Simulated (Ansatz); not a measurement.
Theory: DFT PBE, scalar-relativistic, plane waves, PAW (Ansatz 0.2.0). Cutoff 420 eV, Γ-centred meshes of about 0.25 Å⁻¹ or finer for metals and 0.3 Å⁻¹ for insulators (2π included), Gaussian smearing. No spin polarisation.

All energies are static (0 K, no zero-point motion).

Compare these two cells of Sc₂As₃Se₃, each relaxed at this level.

A.

```xyz
8
Lattice="1.8576 1.0725 16.5539 -1.8576 1.0725 16.5539 0.0000 -2.1450 16.5539" Properties=species:S:1:pos:R:3 pbc="T T T"
Sc    0.0000    0.0000   31.2943
Sc    0.0000    0.0000   18.3675
As    0.0000    0.0000    6.6421
As    0.0000    0.0000   24.8309
As    0.0000    0.0000   43.0197
Se    0.0000    0.0000    0.0000
Se    0.0000    0.0000   36.3690
Se    0.0000    0.0000   13.2928
```

B.

```xyz
8
Lattice="3.7089 0.0000 0.0000 0.0000 3.7089 0.0000 0.0000 0.0000 15.3198" Properties=species:S:1:pos:R:3 pbc="T T T"
Sc    1.8544    0.0000   13.0948
Sc    0.0000    1.8544    2.2250
As    0.0000    0.0000    7.6599
As    0.0000    0.0000    0.0000
As    1.8544    1.8544    7.6599
Se    0.0000    1.8544   12.1017
Se    1.8544    0.0000    3.2181
Se    1.8544    1.8544    0.0000
```

**Question.** Which would you expect to be lower, and how large is the difference?

**Answer.** A is lower, by 78 meV/atom. A has space group R-3m (No. 166), 24.7 Å³/atom and no gap on its mesh; B has space group P-4m2 (No. 115), 26.3 Å³/atom and no gap. Counting As or Se atoms around Sc (for each partner element, those within 1.25 times its shortest distance or 1.15 times the sum of covalent radii, where it is the nearest in units of that sum or under 1.3), A has Sc 6 and B has Sc 8. Both come from trial cells of a structure search.

No dispersion correction is applied, so the spacing and binding between layers, chains or molecules are poorly described (R-3m, P-4m2), and this can change margins and order among such cells. In R-3m, P-4m2 an odd number of electrons in the primitive cell allows no gap without spin; a larger cell or a magnetic state could open one. Trial moments fell under 0.15 μB along the way in R-3m and P-4m2; another start might hold them. With atoms moved at random, A came back. B had no clear such test and can be a saddle point.
